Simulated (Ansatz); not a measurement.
SnTe (rock salt, space group No. 225) at seven volumes, PBE in the plane-wave PAW code Ansatz, scaled uniformly. One row is withheld.

```json
[
 {"V (Å³/atom)": "29.951", "P (GPa)": "4.72"},
 {"V (Å³/atom)": "30.938", "P (GPa)": "2.86"},
 {"V (Å³/atom)": "31.926", "P (GPa)": "1.29"},
 {"V (Å³/atom)": "32.913", "P (GPa)": "0.06"},
 {"V (Å³/atom)": "33.901", "P (GPa)": "?"},
 {"V (Å³/atom)": "34.888", "P (GPa)": "-2.04"},
 {"V (Å³/atom)": "35.875", "P (GPa)": "-2.86"}
]
```

**Question.** Fit the shown pressures and predict the withheld one.

**Answer.** P = (3/2)B₀(x^(7/2) − x^(5/2))[1 + (3/4)(B′ − 4)(x − 1)] with x = (V₀/V)^(2/3). Least squares on the six rows gives V₀ = 32.925 Å³/atom, B₀ = 40.2 GPa, B′ = 4.47. At V = 33.901, x = 0.9807 and P = -1.10 GPa. The run itself gave -1.07 GPa.

Space group Fm-3m (rock salt). The cell was relaxed with PBE under the symmetry of its start. Spin–orbit coupling is left out wherever it is not named.

Potentials: the later of the program's two PAW sets.
